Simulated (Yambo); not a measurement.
G0W0@PBEsol for CsCdCl3 (cubic perovskite, space group Pm-3m, No. 221) in Yambo. Reference settings: 2×2×2 Γ-centred k mesh, bands 5 to 268 and a 8 Ry block in the screening, 268 bands in G with the Bruneval-Gonze terminator, plasmon pole fitted at 27.2 eV. The PBEsol gap R → Γ on this mesh is 1.63 eV; G0W0 gaps are taken between the same points.

The settings were changed. The gap went from 3.76 eV to 3.93 eV, and the shift of the valence edge from -1.25 eV to -1.12 eV.

Question: Name the change that produced these shifts.
(A) 3 Ry block
(B) no random integration
(C) 122 bands in W
(D) 1 Ry block

Answer: C, 122 bands in W. The others gave (gap, valence shift): 3 Ry block: 3.65, -1.00 eV; no random integration: 3.69, -1.02 eV; 1 Ry block: 4.08, -1.03 eV.

Spin-orbit coupling is not included.

Geometry of the Materials Project entry, not relaxed at this level; primitive cell a = 5.264 Å, b = 5.264 Å, c = 5.264 Å, α = 90.00°, β = 90.00°, γ = 90.00°.

A shift is the quasiparticle energy of the state minus its PBEsol energy.
